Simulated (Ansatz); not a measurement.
MoS2:
```yaml
crystal:
  lattice:
    - [1.56317, 0.90250, 5.99136]
    - [-1.56317, 0.90250, 5.99136]
    - [0.00000, -1.80500, 5.99136]
  atoms:
    - { symbol: Mo, position: [0.00002, 0.00002, 0.00002] }
    - { symbol: S, position: [0.75298, 0.75298, 0.75298] }
    - { symbol: S, position: [0.58030, 0.58030, 0.58030] }
```

Relaxed with LDA.

Task: Give the optical modes at the zone centre with their infrared activity from DFPT, the program Ansatz at the LDA level (PAW).

Result: Transverse frequencies, without the LO–TO term; a row sums one degenerate level.

```csv
ω (cm⁻¹),degeneracy,IR ((D/Å)²/amu),activity,symmetry
292,2,0.00,IR-inactive,E
389,2,1.51,IR,E
414,1,0.00,IR-inactive,A1
470,1,0.50,IR,A1
```

Task: How high does the top mode go among those that the LO–TO term moves?

Result: 391 cm⁻¹ for q along x, 391 cm⁻¹ for q along y, 473 cm⁻¹ for q along z.

Space group R3m. The cell was relaxed with LDA under the symmetry of its start; of distortions, only those at the zone centre were tested. No spin polarisation was allowed. A crystal of weakly bound layers computed without a dispersion correction: the cell and the soft elastic constants depend strongly on that.

Potentials: the later of the program's two PAW sets.
